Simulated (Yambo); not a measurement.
Yambo run on Cs2KYCl6 (space group Fm-3m, No. 225). The wavefunctions are norm-conserving PBEsol (Quantum ESPRESSO, 74 Ry, scalar-relativistic) ones on a 2×2×2 mesh (40 occupied bands); a = b = c = 8.029 Å, α = β = γ = 60.00°.

Yambo input:

```
rim_cut
gw0
dyson
el_el_corr
HF_and_locXC
ppa
em1d
RandQpts= 1000000
RandGvec= 1 Ry
EXXRLvcs= 74 Ry
VXCRLvcs= 296 Ry
Chimod= "HARTREE"
% BndsRnXp
 2 | 372 |
%
NGsBlkXp= 6 Ry
% LongDrXp
 1.0 | 1.0 | 1.0 |
%
PPAPntXp= 27.2114 eV
% GbndRnge
 1 | 139 |
%
GTermKind= "none"
DysSolver= "n"
ExtendOut
% QPkrange
 1 | 1 | 40 | 41 |
%
```

k points by index: 1 = Γ.

The o-*.qp file then holds:

```
#    K-point    Band    Eo [eV]    E [eV]    E-Eo [eV]    Vxc [eV]    Vnlxc [eV]    Sc|Eo [eV]    Sc|E [eV]    dSc/dw|Eo [eV]    Re(Z)    Im(Z)
#
    1    40    0.000000    -1.204649    -1.204649    -14.07592    -18.58432    3.035058    3.303751    -6.068412    0.817650    -0.001909
    1    41    4.959222    6.091707    1.132485    -6.671677    -2.922955    -2.462166    -2.616237    -3.701721    0.880253    -0.882035E-3
```
(The two width columns are left out.) Convergence of these settings isn't established.

Geometry of the Materials Project entry, not relaxed at this level.

The structure is a Materials Project entry; no match was found in the copy of COD used, and its stability was not checked.
